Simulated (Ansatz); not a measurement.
**Kick test of a cell of Ir4Pt**

The cell was found from a structure generator's guess, not taken from experiment.

Computed with DFT PBE, scalar-relativistic, plane waves, PAW in Ansatz. Plane waves to 420 eV, a k mesh through Γ of 12×12×4 on the computed 5-atom cell and Gaussian smearing (0.10 eV); no spin polarisation.

The cell below (5 atoms, space group P-3m1 (No. 164)) is relaxed within its symmetry.

```xyz
5
Lattice="2.7565 0.0000 0.0000 -1.3782 2.3872 0.0000 0.0000 0.0000 11.2040" Properties=species:S:1:pos:R:3 pbc="T T T"
Ir    0.0000    1.5915    8.9157
Ir    0.0000    1.5915    4.4793
Ir    1.3782    0.7957    2.2883
Ir    1.3782    0.7957    6.7247
Pt    0.0000    0.0000    0.0000
```

For the test a repeat of it with 10 atoms (edges 2.76, 2.76, 22.41 Å) was strained at random (σ = 1.5 % a component), the atoms were moved at random (σ = 0.05 Å), and all was relaxed again on a coarse 12×12×1 mesh (in the run’s order of axes) with 0.20 eV smearing, with no symmetry imposed.

These runs have no spin–orbit coupling, which can matter for Ir and Pt.

Problem. What happens?

Solution. It returns, within 1 meV/atom of the unmoved cell on that mesh and with the same symmetry when read at 0.1 Å (C2 at 0.01 Å, so small strains and shifts remain). So it is stable against the distortions that fit this cell and that this random move excites. Modes that don't fit the cell aren't tested.
